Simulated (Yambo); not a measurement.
Yambo run on Rb2NaScCl6 (space group Fm-3m, No. 225). The wavefunctions are norm-conserving LDA (Quantum ESPRESSO, 88 Ry, without SOC) ones on a 2×2×2 mesh (40 occupied bands); a = b = c = 7.341 Å, α = β = γ = 60.00°.

Yambo input:

```
rim_cut
HF_and_locXC
RandQpts= 1000000
RandGvec= 1 Ry
EXXRLvcs= 88 Ry
VXCRLvcs= 352 Ry
% QPkrange
 1 | 1 | 40 | 41 |
 2 | 2 | 40 | 41 |
 3 | 3 | 40 | 41 |
%
```

k points by index: 1 = Γ, 2 = L, 3 = X.

The o-*.hf file then holds:

```
#    K-point    Band    Eo [eV]    Ehf [eV]    Vxc [eV]    Vnlxc [eV]
#
    1    40    0.000000    -4.404448    -14.36257    -18.76702
    1    41    3.769855    11.25724    -16.30540    -8.818013
    2    40    -0.246300    -4.710714    -14.08644    -18.55085
    2    41    3.850557    11.41938    -16.46331    -8.894485
    3    40    -0.017510    -4.411744    -14.32699    -18.72122
    3    41    3.775509    11.38154    -16.40837    -8.802340
```
Exchange alone, without screening.

Geometry of the Materials Project entry, not relaxed at this level.

The structure is a Materials Project entry; no match was found in the copy of COD used, and its stability was not checked.
